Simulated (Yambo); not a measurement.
A free-standing TiNCl monolayer (symmetry Pmmn, slab cell 19.4 Å high), G0W0@PBEsol in Yambo with this input:

```
rim_cut
gw0
dyson
el_el_corr
HF_and_locXC
ppa
em1d
rim_w
RandQpts= 1000000
RandGvec= 2 Ry
CUTGeo= "slab z"
EXXRLvcs= 84 Ry
VXCRLvcs= 336 Ry
Chimod= "HARTREE"
% BndsRnXp
 3 | 128 |
%
NGsBlkXp= 6 Ry
% LongDrXp
 1.0 | 1.0 | 0.0 |
%
RandGvecW= 683 mRy
PPAPntXp= 27.2114 eV
% GbndRnge
 1 | 128 |
%
GTermKind= "BG"
DysSolver= "n"
ExtendOut
```

On a 6×4×1 mesh, with wavefunctions cut at 84 Ry, the gap (Γ → Γ) is 1.471 eV and the valence edge shifts by 0.276 eV.

Question: What happens with this change: 55 bands in G?

Answer: The gap falls by 0.040 eV, to 1.431 eV; the shift of the valence edge becomes 0.369 eV. Neither run is shown to be the converged limit.

Geometry relaxed with PBEsol; primitive cell a = 3.2349 Å, b = 3.9213 Å, c = 19.4000 Å, α = β = γ = 90.00°.

This is a model layer cut from the bulk structure; whether it is stable on its own was not checked.

A shift is the quasiparticle energy of the state minus its PBEsol energy.
